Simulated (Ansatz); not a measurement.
## Data sheet: Ti (DFT)

Ti:
```yaml
crystal:
  lattice:
    - [-1.62600, 1.62600, 1.62600]
    - [1.62600, -1.62600, 1.62600]
    - [1.62600, 1.62600, -1.62600]
  atoms:
    - { symbol: Ti, position: [0.00000, 0.00000, 0.00000] }
```

Space group Im-3m (No. 229), bcc (W type); conventional cell a = 3.252 Å, b = 3.252 Å, c = 3.252 Å, α = 90.00°, β = 90.00°, γ = 90.00°.

Method: DFT-r²SCAN in the program Ansatz with PAW potentials. The cell and atoms are relaxed at this level. Other levels are named where they apply.

Cell and energy:

- Volume per atom: 17.20 Å³
- Density: 4.62 g/cm³

Electronic structure:

* **Electronic character**: metallic (no gap)
* **Density of states at the Fermi level**: 2.1 states/eV per atom (mean over ±0.08 eV)

Mechanics:

Bulk modulus (Birch–Murnaghan fit): 111 GPa
Pressure derivative B′: 3.4
Elastic constants (relaxed ions, GPa): C11 = 86.5, C12 = 123, C44 = 42.2
Mechanical stability: unstable (C has a negative eigenvalue)

Phonons:

- Dynamical stability on the path = unstable, down to 166i cm⁻¹

This is a known high-temperature phase of the composition, computed here at zero pressure and temperature. The r²SCAN relaxation kept the symmetry of its start. The run is not spin-polarised. As this level gives no gap, shear constants depend on the k-mesh and smearing (Fermi–Dirac, 0.1 eV here). As this level gives no gap, phonon frequencies hold no LO–TO term and depend on the k-mesh and smearing (Fermi–Dirac, 0.1 eV here). On the denser mesh and wider smearing of the elastic run this cell carries a stress of 0.5 GPa.

Potentials: the earlier of the program's two PAW sets.
